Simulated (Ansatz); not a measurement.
Simulated powder pattern, Ag Kα, λ = 0.560885 Å (kinematic, ideal powder, no thermal factors, no anomalous dispersion; the 30 strongest lines at most, above 1 %, up to 2θ = 30°):

```tsv
2θ (°)	I/Imax (%)
10.18	18
12.42	54
16.09	100
20.45	9.9
21.60	25
23.93	9.9
23.99	15
24.99	6.3
27.05	18
29.91	16
```

The pattern belongs to a structure relaxed with DFT-LDA in the program Ansatz with PAW potentials.

Problem. Pick the material that matches.
A. W, bcc (W type)
B. TiB2, P6/mmm (Ti on 1a, B on 2d)
C. Sc, hcp (Mg type)
D. Re, hcp (Mg type)

Solution. B, TiB2, P6/mmm (Ti on 1a, B on 2d)

Problem. Give the lattice parameters.

Solution. a = 2.994 Å, c = 3.160 Å.

The LDA relaxation kept the symmetry of its start; phonons on a q-mesh show no instability. No spin polarisation was allowed.

Potentials: the later of the program's two PAW sets.
